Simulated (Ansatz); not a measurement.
BaS:
```
BaS
1.0
    0.00000     3.16576     3.16576
    3.16576     0.00000     3.16576
    3.16576     3.16576     0.00000
Ba S
1 1
Direct
  0.00000   0.00000   0.00000
  0.50000   0.50000   0.50000
```

Relaxed with PBEsol. Special points in fractions of this cell's reciprocal vectors: Γ (0.000, 0.000, 0.000); X (0.500, 0.000, 0.500); U (0.625, 0.250, 0.625); K (0.375, 0.375, 0.750); L (0.500, 0.500, 0.500); W (0.500, 0.250, 0.750).

Task: List the band energies nearest the valence-band maximum at these points for the program Ansatz at the PBEsol with spin–orbit coupling level (PAW).

Result: In eV from the valence-band maximum; about four levels below and three above (degenerate sets whole), none deeper than 8.9 eV; points with the same levels are listed once.

```json
[
 {"k": "Γ", "below": "0.00 0.00 0.00 0.00", "above": "3.59 3.59 3.82 3.82 3.82 3.82"},
 {"k": "X", "below": "-0.19 -0.19 -0.05 -0.05", "above": "1.99 1.99 6.02 6.02"},
 {"k": "U", "below": "-0.63 -0.63 -0.49 -0.49", "above": "3.18 3.18 5.86 5.86"},
 {"k": "L", "below": "-1.14 -1.14 -1.11 -1.11", "above": "5.40 5.40 5.61 5.61"},
 {"k": "W", "below": "-0.55 -0.55 -0.39 -0.39", "above": "4.16 4.16 4.19 4.19"}
]
```

Space group Fm-3m (rock salt). The cell was relaxed with PBEsol under the symmetry of its start.

Potentials: the later of the program's two PAW sets.
